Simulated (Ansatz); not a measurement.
Consider the following.

ZrC:
```cif
data_C2Zr2
_chemical_formula_sum 'Zr2 C2'
_space_group_name_H-M_alt 'P 1'
_space_group_IT_number 1
_cell_length_a 3.36476
_cell_length_b 3.36476
_cell_length_c 5.31984
_cell_angle_alpha 90.000
_cell_angle_beta 90.000
_cell_angle_gamma 120.000
loop_
_space_group_symop_operation_xyz
  'x, y, z'
loop_
_atom_site_label
_atom_site_type_symbol
_atom_site_fract_x
_atom_site_fract_y
_atom_site_fract_z
_atom_site_occupancy
Zr1 Zr 0.33333 0.66667 0.25000 1
Zr2 Zr 0.66667 0.33333 0.75000 1
C1 C 0.00000 0.00000 0.00000 1
C2 C 0.00000 0.00000 0.50000 1
```

This is the r²SCAN-relaxed structure.

Question: All from r²SCAN in the plane-wave PAW code Ansatz, unless another level is named. Predict the electronic character.

Answer: metallic (no gap).

Question: Predict the formation energy from the elements (no fitted shifts).

Answer: -0.81 eV/atom.

Question: Next, the gap with spin–orbit coupling?

Answer: none (metallic).

Question: Give the Z2 indices of the occupied bands with spin–orbit coupling.

Answer: 0;(000).

Space group P6_3/mmc (NiAs type). The first step of the workflow began from a Materials Project structure, measured or hypothetical; the Crystallography Open Database copy checked does not list it. It is not the phase usual at ambient conditions (space group No. 225). The cell was relaxed with r²SCAN under the symmetry of its start; its stability against distortions is not shown here. No spin polarisation was allowed. The references are the lowest solids computed at this level, not always the standard phases. Spin–orbit coupling is left out wherever it is not named.

Potentials: the later of the program's two PAW sets.
